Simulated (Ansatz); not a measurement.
KF (rock salt), conventional cell a = b = c = 5.4208 Å, α = β = γ = 90.00°. The calculation uses the primitive cell of 2 atoms, to which meshes and values per cell refer.

This relaxed cell (volume V₀) is scaled evenly in all directions, its shape held. Symmetry pins the atoms to their sites.

All values below come from PBE (plane waves to 420 eV, PAW, scalar-relativistic; Ansatz, an electronic-structure program). k mesh 11×11×11 (Γ-centred), Fermi-Dirac smearing 0.05 eV. The energy includes the smearing's −TS. Compression counts positive. KF was relaxed with its symmetry unable to fall. ΔE is measured from the relaxed starting cell.

Q: Predict the ΔE (eV/atom) and P (GPa) at V/V₀ = 0.840, 0.880, 0.920, 1.040, 1.120, 1.160.

A: 
| V/V₀ | ΔE (eV/atom) | P (GPa) |
|---|---|---|
| 0.840 | 0.0647 | 7.71 |
| 0.880 | 0.0332 | 5.05 |
| 0.920 | 0.0136 | 2.95 |
| 1.040 | 0.0027 | -1.03 |
| 1.120 | 0.0208 | -2.50 |
| 1.160 | 0.0346 | -3.02 |

(A scan under strain: stresses follow from slopes of the energy per volume, elastic moduli from its curvatures.)
